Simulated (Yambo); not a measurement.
Yambo run on K2OsCl4O2 (space group I4/mmm, No. 139). The wavefunctions come from this Quantum ESPRESSO step (PBEsol, PseudoDojo standard norm-conserving files, scalar-relativistic):

```
&CONTROL
  calculation = 'nscf'
  pseudo_dir = './pseudo'
  outdir = './out'
/
&SYSTEM
  ibrav = 0
  nat = 9
  ntyp = 4
  ecutwfc = 84.0
  ecutrho = 336.0
  occupations = 'fixed'
  force_symmorphic = .true.
  nbnd = 329
/
&ELECTRONS
  conv_thr = 9.000000000000001e-09
  diago_full_acc = .true.
  diago_thr_init = 1e-08
/
ATOMIC_SPECIES
O 15.9990 O.upf
Cl 35.4500 Cl.upf
K 39.0983 K.upf
Os 190.2300 Os.upf
CELL_PARAMETERS angstrom
 -3.613145000000   3.613145000000   4.394130000000
  3.613145000000  -3.613145000000   4.394130000000
  3.613145000000   3.613145000000  -4.394130000000
ATOMIC_POSITIONS crystal
O   0.800150000000   0.800150000000  -0.000000000000
O   0.199850000000   0.199850000000   0.000000000000
Cl   0.763510000000   0.763510000000   0.527020000000
Cl   0.236490000000   0.236490000000   0.472980000000
Cl   0.763510000000   0.236490000000   0.000000000000
Cl   0.236490000000   0.763510000000   0.000000000000
K   0.750000000000   0.250000000000   0.500000000000
K   0.250000000000   0.750000000000   0.500000000000
Os   0.000000000000   0.000000000000   0.000000000000
K_POINTS automatic
2 2 2 0 0 0
```

Yambo input:

```
rim_cut
gw0
dyson
el_el_corr
HF_and_locXC
ppa
em1d
RandQpts= 1000000
RandGvec= 1 Ry
EXXRLvcs= 84 Ry
VXCRLvcs= 336 Ry
Chimod= "HARTREE"
% BndsRnXp
 5 | 328 |
%
NGsBlkXp= 7 Ry
% LongDrXp
 1.0 | 1.0 | 1.0 |
%
PPAPntXp= 27.2114 eV
% GbndRnge
 1 | 328 |
%
GTermKind= "BG"
DysSolver= "n"
ExtendOut
% QPkrange
 1 | 1 | 37 | 38 |
 2 | 2 | 37 | 38 |
 3 | 3 | 37 | 38 |
 4 | 4 | 37 | 38 |
%
```

k points by index: 1 = Γ, 2 = X, 3 = N, 4 = Z.

Resulting energies as the program prints them:

```
#    K-point    Band    Eo [eV]    E [eV]    E-Eo [eV]    Vxc [eV]    Vnlxc [eV]    Sc|Eo [eV]    Sc|E [eV]    dSc/dw|Eo [eV]    Re(Z)    Im(Z)
#
    1    37    -0.396866    -1.432660    -1.035794    -17.09221    -21.29551    2.917466    3.167508    -6.569587    0.805520    0.001730
    1    38    1.668518    3.643599    1.975081    -19.42914    -14.77812    -2.151610    -2.675936    -7.223810    0.790220    -0.564094E-4
    2    37    0.000000    -1.045097    -1.045097    -17.47259    -21.61461    2.841327    3.096923    -6.654210    0.803509    -0.001328
    2    38    1.643891    3.607708    1.963817    -19.32348    -14.68825    -2.150816    -2.671416    -7.213560    0.790455    -0.333994E-3
    3    37    -0.246779    -1.270943    -1.024164    -17.19656    -21.34245    2.871179    3.121720    -6.656071    0.803466    -0.001102
    3    38    1.710859    3.680854    1.969995    -19.38598    -14.68118    -2.215331    -2.734811    -7.175556    0.791329    0.132281E-3
    4    37    -0.506697    -1.499538    -0.992841    -17.04337    -21.22644    2.952357    3.190230    -6.519638    0.806613    0.009135
    4    38    1.840589    3.838782    1.998193    -19.74648    -14.95222    -2.269727    -2.796071    -7.167818    0.791500    0.002392
```
(The two width columns are left out.) Convergence of these settings isn't established.

Spin-orbit coupling is not included.

Geometry of the Materials Project entry, not relaxed at this level.
